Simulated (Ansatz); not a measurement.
Data:

Al$_{2}$Cu (Al2Cu type, space group I4/mcm)

Space group I4/mcm (No. 140); a = b = 6.059 Å, c = 4.874 Å, α = β = γ = 90.00°

```tsv
atom	site	symmetry	x	y	z
Al	8h	m.2m	0.1583	0.3417	0.0000
Cu	4a	422	0.0000	0.0000	0.2500
```
(The calculation used a cell of 6 atoms; values per cell refer to that cell.)

E(V) scan at fixed shape, V₀ the volume above. The atoms relax within the cell's symmetry.

These are PBE (plane waves to 420 eV, PAW, scalar-relativistic; Ansatz, a quantum-chemistry and plane-wave program) values and carry that method's errors. k mesh 12×12×12 (Γ-centred), Fermi-Dirac smearing 0.05 eV. E stands for the smeared free energy. Compression counts positive. With the shape held, the modulus is that of even scaling; a crystal free to change shape is softer. Al2Cu is run without spin polarisation. Al2Cu was relaxed with its symmetry unable to fall. The PAW data are Ansatz's earlier set. ΔE is measured from the relaxed starting cell.

The scan covers V/V₀ from 0.940 to 1.060 in 13 points.

Question: What is ΔE at V/V₀ = 0.940?

Answer: 19 meV/atom.

Question: What pressure does the cell carry at V/V₀ = 0.940?

Answer: 7.1 GPa.

Question: What is ΔE at V/V₀ = 1.060?

Answer: 15 meV/atom.

(A scan under strain: stresses follow from slopes of the energy per volume, elastic moduli from its curvatures.)
